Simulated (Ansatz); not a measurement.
An Ansatz (a first-principles code) run. Input:

Ansatz 0.2 input:
```yaml
crystal:
  lattice:
    - [7.3430342054, 0.0, 0.0]
    - [0.0, 7.3430342054, 0.0]
    - [0.0, 0.0, 4.2933858722]
  atoms:
    - { symbol: K, position: [0.0, 0.5, 0.5] }
    - { symbol: K, position: [0.5, 0.0, 0.5] }
    - { symbol: Pd, position: [0.0, 0.0, 0.0] }
    - { symbol: Br, position: [0.7657787032, 0.7657787032, 0.0] }
    - { symbol: Br, position: [0.2342212968, 0.2342212968, 0.0] }
    - { symbol: Br, position: [0.2342212968, 0.7657787032, 0.0] }
    - { symbol: Br, position: [0.7657787032, 0.2342212968, 0.0] }
kpoints:
  mp_grid: { grid: [4, 4, 6] }
basis: { xc_grid: 2 }
hamiltonian:
  xc: pbesol
  pseudopotentials: { kind: paw }
scf:
  occupations: { method: fixed }
output:
  optics: { e_range: [0.0, 15.0], de: 0.05, sigma: 0.1, bands: { spectra_wanted_up_to: 12 eV } }
```

Output (shortened):

```
output.optics: the spectra are integrated over the Brillouin zone by k·p interpolation around the k-points, where levels, occupations, output.optics.sigma and …
Pseudopotentials: kind: paw
Pseudopotential: K, paw, valence charge 9
Pseudopotential: Pd, paw, valence charge 18
Pseudopotential: Br, paw, valence charge 7
Functional definition: PBEsol
Crystal: 7 atoms, lattice volume = 231.500 Å³
Basis set: ecut = 420 eV, 4519 PW (Γ), exchange–correlation on 100×100×60 points (8 copies of the dense FFT grid, shifted against one another)
Bands: 39, of which v1, the nominal top of the filled ones, is band 32 counted from 1 (31 counted from 0)
Symmetry: 16 space group operations
Space group: P4/mmm (ITA 123), of the structure as read, at distance tolerance 6.1e-5 Å
k-points: 24 of 96
PAW frozen core: K, regenerated for the run's functional, and the local potential with it
PAW frozen core: Pd, regenerated for the run's functional, and the local potential with it
PAW frozen core: Br, regenerated for the run's functional, and the local potential with it
Initial wavefunctions: pseudopotential atomic-orbital guess
Eigensolver: davidson
Functional: x = pbesol(κ = 0.804, μ = 0.12345679012345678), c = pbesol(β = 0.046)
SCF iter   1: F=—  HF=-20892.721070 eV  |F-HF|=—  |Δ(HF+E_count)|=         —  Δρ=2.65e-3  dr2=1.63e-2  ethr=1.77e-3  ⟨swp⟩=5.0  Hψ=3706  notcnv=0  defer=109
all-band conjugate gradients solve this SCF's bands
preconditioner: auto → Resta (q_TF=auto, 2.202 Å⁻¹)
SCF iter   2: F=—  HF=-20892.720742 eV  |F-HF|=—  |Δ(HF+E_count)|=   3.29e-4  Δρ=1.40e-3  dr2=6.39e-3  ethr=2.54e-5  ⟨swp⟩=2.4  Hψ=1932  notcnv=0  defer=120
SCF iter   3: F=—  HF=-20892.720227 eV  |F-HF|=—  |Δ(HF+E_count)|=   5.15e-4  Δρ=8.70e-4  dr2=1.91e-3  ethr=9.99e-6  ⟨swp⟩=2.6  Hψ=1330  notcnv=0  defer=119
SCF iter   4: F=—  HF=-20892.720133 eV  |F-HF|=—  |Δ(HF+E_count)|=   9.35e-5  Δρ=2.14e-4  dr2=1.01e-4  ethr=2.99e-6  ⟨swp⟩=2.0  Hψ=1302  notcnv=0  defer=119
SCF iter   5: F=—  HF=-20892.720208 eV  |F-HF|=—  |Δ(HF+E_count)|=   7.50e-5  Δρ=5.71e-5  dr2=1.86e-5  ethr=1.58e-7  ⟨swp⟩=2.0  Hψ=1404  notcnv=0  defer=117
SCF iter   6: F=—  HF=-20892.720208 eV  |F-HF|=—  |Δ(HF+E_count)|=   6.89e-7  Δρ=1.73e-5  dr2=1.09e-6  ethr=2.91e-8  ⟨swp⟩=2.0  Hψ=1270  notcnv=0  defer=98
SCF iter   7: F=—  HF=-20892.719922 eV  |F-HF|=—  |Δ(HF+E_count)|=   2.85e-4  Δρ=4.46e-6  dr2=9.20e-8  ethr=1.70e-9  ⟨swp⟩=2.1  Hψ=1383  notcnv=0  defer=80
SCF iter   8: F=—  HF=-20892.719922 eV  |F-HF|=—  |Δ(HF+E_count)|=   8.11e-8  Δρ=1.11e-6  dr2=5.52e-9  ethr=1.44e-10  ⟨swp⟩=2.0  Hψ=1311  notcnv=0  defer=84
SCF iter  11: F=-20892.719922 eV  HF=-20892.719922 eV  |F-HF|=7.28e-12  |Δ(HF+E_count)|=  1.20e-10  Δρ=2.32e-8  dr2=1.93e-12  ethr=1.00e-12  ⟨swp⟩=14.7  Hψ=4514  notcnv=0
SCF 1 converged in 11 iterations: F = -20892.719922 eV  dr2 = 1.93e-12
NSCF: frozen V_eff on 24 k-points
Optics k sum: 0 of 24 k-points
Optics k sum: 2 of 24 k-points
Optics k sum: 3 of 24 k-points
Optics k sum: 4 of 24 k-points
Optics k sum: 5 of 24 k-points
Optics k sum: 6 of 24 k-points
Optics k sum: 8 of 24 k-points
Optics k sum: 9 of 24 k-points
Optics k sum: 10 of 24 k-points
Optics k sum: 11 of 24 k-points
Optics k sum: 12 of 24 k-points
Optics k sum: 14 of 24 k-points
Optics k sum: 15 of 24 k-points
Optics k sum: 16 of 24 k-points
Optics k sum: 17 of 24 k-points
Optics k sum: 18 of 24 k-points
Optics k sum: 20 of 24 k-points
Optics k sum: 21 of 24 k-points
Optics k sum: 22 of 24 k-points
Optics k sum: 23 of 24 k-points
Optics k sum: 24 of 24 k-points
Optics k sum: 0 of 24 k-points
Optics k sum: 2 of 24 k-points
Optics k sum: 3 of 24 k-points
Optics k sum: 4 of 24 k-points
Optics k sum: 5 of 24 k-points
Optics k sum: 6 of 24 k-points
Optics k sum: 8 of 24 k-points
Optics k sum: 9 of 24 k-points
Optics k sum: 10 of 24 k-points
Optics k sum: 11 of 24 k-points
Optics k sum: 12 of 24 k-points
Optics k sum: 14 of 24 k-points
Optics k sum: 15 of 24 k-points
Optics k sum: 16 of 24 k-points
Optics k sum: 17 of 24 k-points
Optics k sum: 18 of 24 k-points
Optics k sum: 20 of 24 k-points
Optics k sum: 21 of 24 k-points
Optics k sum: 22 of 24 k-points
Optics k sum: 23 of 24 k-points
Optics k sum: 24 of 24 k-points
output.optics: what the bands over the 85 summed would add to eps1, eps2 and the energy-loss function is held between a lower and an upper bound (9 Lanczos …
SCF converged after 11 iterations
Free energy (F): -20892.719922 eV
Harris-Foulkes:  -20892.719922 eV  (|F-HF|=7.28e-12)
Internal energy: -20892.719922 eV  (E = F + TS)
E sigma→0 (E₀):  -20892.719922 eV
Fermi energy:    2.778427 eV
--- Per-component energies (eV) ---
  E_band       = -712.393397
  E_kinetic    = 1555.819227
  E_local      = -6630.095902  (includes V_loc(G=0)·N_el)
  E_nonlocal   = 529.260662
  E_hartree    = 2610.947342
  E_xc         = -1480.548760
  E_vxc        = -953.560709  (∫ρ·V_xc dr)
  E_paw        = -14020.466797  (= ΣΔE_a)
  E_vpaw       = -435.711634  (= ΣTr[D̂ρ^β])
  E_aug_tail   = 0.000204  (compensation charges beyond the density's cutoff)
  E_ewald      = -3458.523274
  E_core_change = 0.887376  (= ΣΔE_core)
  E_smearing   =  0.000000  (= −TS)
  E_closure    = 0.000000  (closes the sum)
  Σ components = -20892.719922   (vs F -20892.719922, Δ=0.00e0)
  [band-id]    e_kinetic+e_local+e_nonlocal+2·e_hartree+e_vxc+e_vpaw+e_augmentation_tail = -712.393469   (vs E_band -712.393397, Δ=-7.18e-5)
--- Band table (eV; the first three rows and the last of 24) ---
  k-point 0: bands = ["-80.4434", "-46.5140", "-46.5140", "-45.5971", "-25.7249", "-25.7237", "-11.4344", "-11.0817", "-11.0817", "-10.8438", "-9.3110", "-9.3110", "-9.2637", "-9.2543", "-9.1818", "-9.1818", "-1.5258", "-1.1056", "-1.0774", "-0.0199", "-0.0199", "0.5840", "0.5840", "1.1923", "1.8515", "1.8810", "1.8979", "1.8979", "1.8999", "2.3345", "2.6943", "2.6943", "4.9505", "6.4929", "7.6562", "9.1934", "9.1934", "9.2678", "9.6762"]
  k-point 1: bands = ["-80.4434", "-46.5140", "-46.5140", "-45.5972", "-25.7235", "-25.7223", "-11.4420", "-11.0478", "-11.0478", "-10.8299", "-9.3053", "-9.3053", "-9.2869", "-9.2521", "-9.2116", "-9.2116", "-1.4925", "-1.0705", "-1.0324", "-0.0192", "-0.0192", "0.4647", "0.4647", "0.8057", "1.6442", "1.8877", "1.8877", "1.8941", "2.0859", "2.3656", "2.6083", "2.6083", "4.9627", "6.9437", "7.9693", "8.7330", "9.5521", "9.5521", "9.6030"]
  k-point 2: bands = ["-80.4434", "-46.5140", "-46.5140", "-45.5974", "-25.7207", "-25.7197", "-11.4579", "-10.9757", "-10.9757", "-10.8019", "-9.3510", "-9.2950", "-9.2950", "-9.2743", "-9.2743", "-9.2270", "-1.4250", "-1.0561", "-0.8872", "-0.0187", "-0.0187", "0.2345", "0.2345", "0.2351", "1.2268", "1.8705", "1.8705", "1.9896", "2.3875", "2.4295", "2.4684", "2.4684", "4.9875", "7.3766", "7.8929", "8.8069", "9.1773", "9.8603", "9.8603"]
  k-point 23: bands = ["-80.4434", "-46.5140", "-46.5140", "-45.5976", "-25.7189", "-25.7189", "-11.2542", "-11.0143", "-11.0143", "-10.9216", "-9.3159", "-9.3102", "-9.2904", "-9.2800", "-9.2679", "-9.2679", "-1.3813", "-0.9124", "-0.6393", "-0.0380", "-0.0380", "0.4460", "0.4830", "0.4830", "0.9527", "1.2479", "1.2479", "1.4624", "2.3262", "2.3262", "2.4361", "2.6343", "4.1169", "7.7646", "9.4910", "9.7349", "9.7349", "10.0706", "10.0706"]
  band table: 39 of 39 bands, residual norms ≤ 1.0e-3 eV
```

Cost: roughly 2.9 core-minutes on shared cores.

The first step of the workflow began from a Materials Project structure, measured or hypothetical; the Crystallography Open Database files this formula in space group No. 123, but the cells were not matched. Its standing as an ambient phase is unchecked. The cell was relaxed with PBEsol under the symmetry of its start; its stability against distortions is not shown here. The run is not spin-polarised. Scalar-relativistic: spin–orbit coupling is off unless named, which matters more the heavier the elements.

Potentials: the later of the program's two PAW sets.

Ansatz is a plane-wave DFT program.
